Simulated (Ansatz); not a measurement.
According to DFT-PBE in the program Ansatz with PAW potentials, CoC$_{6}$ in the orthorhombic phase (Amm2; Pearson symbol oS14) relaxes to a = 3.541 Å, b = 7.502 Å, c = 4.356 Å. Its formation energy from the elements is 0.43 eV/atom, with no fitted shifts.

Electronic character: metallic (no gap). The magnetic state found is ferromagnetic. The net moment is 0.15 μB per atom.

The start of the workflow was typed in or built on a structure type; neither database checked (COD, Materials Project) lists it. Its standing as an ambient phase is unchecked. Symmetry was held in the PBE relaxation; whether a distortion lowers the energy is not shown. Spin order of the final state: ferromagnetic, the only order run, not a proven ground state. The cell computed holds one magnetic atom, so no antiferromagnetic order was within reach. Its formation energy is positive at this level, so the cell may be metastable or incomplete. The references are the lowest solids computed at this level, not always the standard phases.

Potentials: the earlier of the program's two PAW sets.
